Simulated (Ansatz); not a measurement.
Computed properties of In₂Ge₂O₇

In2Ge2O7:
```yaml
crystal:
  lattice:
    - [3.32731, 4.43379, 0.00000]
    - [-3.32731, 4.43379, 0.00000]
    - [-1.03877, 0.00000, 4.85058]
  atoms:
    - { symbol: In, position: [0.69296, 0.69296, 0.00000] }
    - { symbol: In, position: [0.30704, 0.30704, 0.00000] }
    - { symbol: Ge, position: [0.76312, 0.23688, 0.59426] }
    - { symbol: Ge, position: [0.23688, 0.76312, 0.40574] }
    - { symbol: O, position: [0.07385, 0.59270, 0.21185] }
    - { symbol: O, position: [0.92615, 0.40730, 0.78815] }
    - { symbol: O, position: [0.59270, 0.07385, 0.78815] }
    - { symbol: O, position: [0.40730, 0.92615, 0.21185] }
    - { symbol: O, position: [0.00000, 0.00000, 0.50000] }
    - { symbol: O, position: [0.41308, 0.58692, 0.72664] }
    - { symbol: O, position: [0.58692, 0.41308, 0.27336] }
```

Space group C2/m (No. 12); conventional cell a = 6.655 Å, b = 8.868 Å, c = 4.961 Å, α = γ = 90.00°, β = 102.09°.

Method: the program Ansatz at the PBEsol level (PAW). Geometry: relaxed at this level of theory. Other levels are named where they apply.

**Cell and energy**

```yaml
volume_per_atom: 13.01 Å³
density: 5.65 g/cm³
Formation energy from the elements (no fitted shifts): -1640 meV/atom
```

**Electronic structure**

```yaml
band_gap: 1.99 eV (direct)
valence_band_maximum: at Γ
conduction_band_minimum: at Γ
electron_effective_mass: 0.22, 0.24, 0.24 mₑ (principal values)
Electron effective mass with spin–orbit coupling: 0.22, 0.24, 0.24 mₑ (principal values)
hole_effective_mass: 0.52 along x, 1.8 along z (mₑ)
Hole effective mass with spin–orbit coupling: 0.52 along x, 1.8 along z (mₑ)
HSE06 gap on the PBEsol cell: 3.81 eV
Gap with spin–orbit coupling: 2.00 eV
```

**Mechanics**

```yaml
Bulk modulus (Birch–Murnaghan fit): 133 GPa
Pressure derivative B′: 1.9
Elastic constants (relaxed ions, GPa): C11 = 219, C22 = 171, C33 = 207, C12 = 119, C13 = 118, C23 = 111, C44 = 64.3, C55 = 54.6, C66 = 47.9, C15 = 14.1, C25 = 21.5, C35 = 3.2, C46 = 5.0
mechanical_stability: stable (all eigenvalues of C positive)
hill_bulk_and_shear_moduli: 140 and 48.3 GPa
Young's modulus: 130 GPa
Poisson's ratio: 0.35
debye_temperature_from_the_elastic_constants: 416 K
```

**Dielectric response**

```yaml
Electronic dielectric constant ε∞ (DFPT): 4.19 (xx), 3.92 (yy), 3.88 (zz)
Born charges (a third of the trace): In +3.41, Ge +3.68, O -2.10 to -1.98 e
```

**Phonons**

```yaml
Highest zone-centre frequency (without LO–TO term): 978 cm⁻¹
zone_centre_stability: unstable, softest mode 66i cm⁻¹
dynamical_stability_on_the_path: unstable, down to 75i cm⁻¹
```

The first step of the workflow began from a Materials Project structure, measured or hypothetical; the Crystallography Open Database files this formula in space group No. 12, but the cells were not matched. Its standing as an ambient phase is unchecked. The PBEsol relaxation kept the symmetry of its start. The references are the lowest solids computed at this level, not always the standard phases (solids in place of the gases). Scalar-relativistic: spin–orbit coupling is off unless named, which matters more the heavier the elements.

Potentials: the later of the program's two PAW sets.
